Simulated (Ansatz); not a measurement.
**Si: zone-centre modes**

The calculation used Ansatz 0.2.0, DFT LDA, scalar-relativistic, plane waves, PAW. The runs took a 420 eV cutoff, a Γ-centred 26×26×26 mesh and Gaussian smearing (0.15 eV). No spin polarisation.

Zero of the scan (relaxed at this level; this form isn't the usual structure):

```xyz
2
Lattice="-2.3824 2.3824 1.3053 2.3824 -2.3824 1.3053 2.3824 2.3824 -1.3053" Properties=species:S:1:pos:R:3 pbc="T T T"
Si    2.3824    0.0000    0.6526
Si    0.0000    0.0000    1.3053
```

Harmonic modes by finite displacements of 0.02 Å, without the LO–TO term.

(1) At this geometry, is the structure stable against these modes?

(2) List the wavenumbers in cm⁻¹.

Answers

(1) Yes: no mode is imaginary beyond 10 cm⁻¹, and only the three translations lie near zero.

(2) 0, 0, 0, 126, 331, 331.

Cost: 1 run of about 2.9 core-minutes, on Oxide Virtual Turin-like Processor (Zen 5) (shared hosts).